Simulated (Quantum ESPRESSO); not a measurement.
**Band energies of Ag₂S**

```xyz
6
Lattice="3.8073 0.0000 0.1020 0.0000 5.7844 0.0000 -0.2013 0.0000 5.7825" Properties=species:S:1:pos:R:3 pbc="T T T"
S      1.1817     4.3380     4.3809
S      2.4243     1.4458     1.5036
Ag     0.0163     0.0031     0.0118
Ag     3.5897     2.8953     5.8727
Ag    -0.0844     2.8895     2.8805
Ag     3.6904     5.7817     3.0041
```

norm-conserving PBEsol (Quantum ESPRESSO, 82 Ry, no spin-orbit coupling); path ΓYHCEM1AXH1,MDZ,YD; energies in eV from the Fermi level.

```
k (1/Å)  point  band 40  band 41  band 42  band 43  band 44  band 45  band 46  band 47
-------  -----  -------  -------  -------  -------  -------  -------  -------  -------
0.00         Γ    -2.48    -2.08    -1.37    -1.30    -1.30    -0.03     1.41     2.93
0.27              -2.41    -2.05    -1.63    -1.35    -0.91     1.28     1.60     3.13
0.54         Y    -3.31    -1.56    -1.55    -1.00    -0.95     2.36     2.39     3.49
0.75              -3.32    -1.52    -1.51    -1.38    -1.34     2.55     2.58     3.83
1.16              -2.91    -1.84    -1.83    -1.29    -1.24     1.63     1.66     3.22
1.36         H    -2.95    -1.59    -1.55    -1.23    -1.17     1.18     1.20     2.86
1.36         C    -2.95    -1.59    -1.56    -1.22    -1.19     1.18     1.19     2.86
1.64              -2.75    -2.02    -2.02    -1.47    -1.46     1.58     1.58     3.52
1.91         E    -2.56    -2.38    -2.38    -1.83    -1.83     2.12     2.12     4.62
1.91        M1    -2.56    -2.38    -2.38    -1.83    -1.83     2.12     2.12     4.62
2.09              -2.67    -2.19    -2.19    -1.63    -1.63     1.82     1.82     3.92
2.44         A    -2.96    -1.57    -1.57    -1.20    -1.20     1.19     1.19     2.87
2.81              -2.93    -2.68    -2.50    -0.51    -0.15     1.60     2.66     2.96
2.99         X    -3.08    -2.96    -2.47    -0.01    -0.01     1.58     2.79     3.61
3.34              -2.98    -2.08    -1.95    -1.13    -0.55     1.23     1.74     2.94
3.52        H1    -2.95    -1.59    -1.55    -1.23    -1.17     1.18     1.20     2.86
3.52         M    -2.56    -2.38    -2.38    -1.83    -1.83     2.12     2.12     4.62
3.69              -2.72    -2.44    -2.44    -1.54    -1.54     2.18     2.18     3.96
4.01              -3.36    -1.62    -1.62    -1.43    -1.43     2.39     2.39     3.08
4.34         D    -3.51    -1.69    -1.69    -0.75    -0.75     1.29     1.29     3.83
4.52              -3.38    -1.74    -1.74    -0.79    -0.79     1.58     1.58     3.62
4.89         Z    -3.31    -1.56    -1.56    -0.97    -0.97     2.38     2.38     3.50
4.89         Y    -3.31    -1.56    -1.55    -1.00    -0.95     2.36     2.39     3.49
5.07              -3.31    -1.67    -1.66    -0.92    -0.88     2.16     2.18     3.33
5.43         D    -3.51    -1.69    -1.69    -0.75    -0.75     1.29     1.29     3.83
```

At this level the gap is closed or nearly so: along the path the highest valence and lowest conduction bands touch, or overlap by less than 0.6 eV, a zero-gap or semimetallic result; the valence top lies at X, the conduction bottom at Γ, 0.02 eV lower. Semilocal functionals close the gaps of some narrow-gap semiconductors, so this alone doesn't show that the compound has none.

Spin-orbit splittings are left out.

Geometry relaxed with PBE+D3(BJ).
